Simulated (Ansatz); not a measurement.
Relax this structure to zero stress and force, keeping its symmetry:

```
CELL_PARAMETERS angstrom
0.00000 2.07906 2.07906
2.07906 0.00000 2.07906
2.07906 2.07906 0.00000
ATOMIC_POSITIONS crystal
Au 0.00000 0.00000 0.00000
```

Theory: Ansatz, DFT PBEsol, scalar-relativistic, plane waves, PAW.

Plane waves to 420 eV, a k mesh through Γ of 18×18×18 on the computed 1-atom cell and Gaussian smearing (0.10 eV); no spin polarisation.

Question: What does it relax to?

Answer: The volume drops by 0.94 Å³/atom to 17.03 Å³/atom, and the energy falls by 25.5 meV/atom. Final structure:
```
Au
1.0
     0.00000    2.04201    2.04201
     2.04201    0.00000    2.04201
     2.04201    2.04201    0.00000
Au
1
Direct
  0.00000 0.00000 0.00000
```

Spin–orbit coupling is left out, which can shift energies with elements as heavy as these.

Cost: 1 run of about 0.26 core-minutes, on Arm Neoverse V1 (shared hosts).